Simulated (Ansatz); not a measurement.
A geometry of Mo away from equilibrium: step 4 of the relaxation of a relaxed Mo cell, doubled along one cell vector, shaken by Gaussian noise of σ = 0.08 Å a coordinate. These are PBEsol (plane waves to 420 eV, PAW, scalar-relativistic; Ansatz, a quantum-chemistry and plane-wave program) values and carry that method's errors. Γ-centred k-mesh 7×14×4 on the run's cell (coarser than for final values), Fermi–Dirac smearing 0.05 eV.

```xyz
8
Lattice="5.4859 0.0491 -0.0009 -1.3502 2.3865 -0.0091 -0.0016 -0.0375 9.4950" Properties=species:S:1:pos:R:3:forces:R:3 pbc="T T T" free_energy=-39176.804 pressure_GPa=-0.6
Mo     0.0427    -0.1349    -0.0540    0.1683   -0.0920    0.1804
Mo     2.7576    -0.0477     0.0305   -0.1444    0.0134    0.0457
Mo     0.0039     0.0756     4.7330    0.0387   -0.0691    0.1560
Mo     2.7349     0.1089     4.7502   -0.1701    0.0569   -0.0051
Mo     0.2410     1.4966     2.3780    0.5159   -0.0917   -0.1852
Mo     2.9431     1.6237     2.3655    0.1407   -0.1225   -0.0659
Mo     1.1445     0.8522     7.1541   -0.4460    0.1795   -0.0669
Mo     3.9399     0.7607     7.0841   -0.1031    0.1255   -0.0591
```

Positions in Å, forces in eV/Å, free energy of the cell in eV (comparable only within this code, potentials and settings). Largest force: 0.56 eV/Å, on Mo5 (atoms numbered as listed); the geometry lies 0.40 eV/atom above the end of its relaxation.

No spin polarisation in the result.

Of the parent cell (P6₃/mmc (No. 194)): it is a generated cell of Mo: the first start was made by placing the elements on the sites of a structure type, and the end was not matched to a known phase here, so it may be hypothetical. Known forms of Mo include space group No. 229.
